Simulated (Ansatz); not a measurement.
Relaxed-ion elastic tensor of N in space group P4_2/mnm (No. 136; N on 4f) in GPa (Voigt order), DFT-r²SCAN+D4 in the program Ansatz with PAW potentials; density 1.08 g/cm³, 21.57 Å³ per atom.

|  | 1 | 2 | 3 | 4 | 5 | 6 |
|---|---|---|---|---|---|---|
| 1 | 3.3 | 2.1 | 1.7 | 0.0 | 0.0 | 0.0 |
| 2 | 2.1 | 3.3 | 1.7 | 0.0 | 0.0 | 0.0 |
| 3 | 1.7 | 1.7 | 4.2 | 0.0 | 0.0 | 0.0 |
| 4 | 0.0 | 0.0 | 0.0 | -0.1 | 0.0 | 0.0 |
| 5 | 0.0 | 0.0 | 0.0 | 0.0 | -0.1 | 0.0 |
| 6 | 0.0 | 0.0 | 0.0 | 0.0 | 0.0 | 1.3 |

### Question
Is the crystal mechanically stable?

### Answer
On the edge, within the error: the smallest eigenvalue of C is -0.1 GPa.

The first step of the workflow began from a Materials Project structure, measured or hypothetical; the Crystallography Open Database copy checked does not list it. It is not the usual solid phase (space group No. 205). The cell was relaxed with r²SCAN+D4 under the symmetry of its start; phonons on a q-mesh show weakly imaginary modes. The substance is a gas or liquid at ambient conditions.

Potentials: the later of the program's two PAW sets.
